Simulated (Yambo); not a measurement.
Yambo run on SiO2 (space group Ima2, No. 46). The wavefunctions are PBEsol (pw.x of Quantum ESPRESSO, ONCV potentials, without SOC) ones on a 2×2×2 mesh (32 occupied bands); a = 7.0025 Å, b = 7.0025 Å, c = 7.0025 Å, α = 90.28°, β = 105.10°, γ = 137.28°.

Yambo input:

```
rim_cut
HF_and_locXC
RandQpts= 1000000
RandGvec= 1 Ry
EXXRLvcs= 84 Ry
VXCRLvcs= 336 Ry
% QPkrange
 1 | 1 | 32 | 33 |
 2 | 2 | 32 | 33 |
 3 | 3 | 32 | 33 |
 4 | 4 | 32 | 33 |
 5 | 5 | 32 | 33 |
 6 | 6 | 32 | 33 |
%
```

k points by index: 1 = Γ, 2 = (0, 0, -0.5), 3 = (0, -0.5, 0), 4 = (0, -0.5, -0.5), 5 = (-0.5, -0.5, -0.5), 6 = (-0.5, 0.5, 0).

Resulting energies as the program prints them:

```
#    K-point    Band    Eo [eV]    Ehf [eV]    Vxc [eV]    Vnlxc [eV]
#
    1    32    -0.244696    -6.187942    -19.47510    -25.41834
    1    33    5.806185    9.614360    -8.545167    -4.736991
    2    32    -0.086277    -6.015005    -19.68649    -25.61522
    2    33    6.802432    11.14601    -10.16845    -5.824880
    3    32    -0.173838    -6.107756    -19.68448    -25.61840
    3    33    8.072807    12.17981    -9.420943    -5.313939
    4    32    0.000000    -5.919505    -19.87426    -25.79377
    4    33    7.946643    12.72392    -11.08719    -6.309906
    5    32    -0.012036    -5.931585    -19.78064    -25.70019
    5    33    7.715926    12.40281    -10.98187    -6.294986
    6    32    -0.086277    -6.015007    -19.68648    -25.61521
    6    33    6.802432    11.14599    -10.16843    -5.824876
```
Exchange alone, without screening.

Geometry of the Materials Project entry, not relaxed at this level.

This is not the ordinary phase of the substance; no match was found in the copy of COD used, and its stability was not checked.
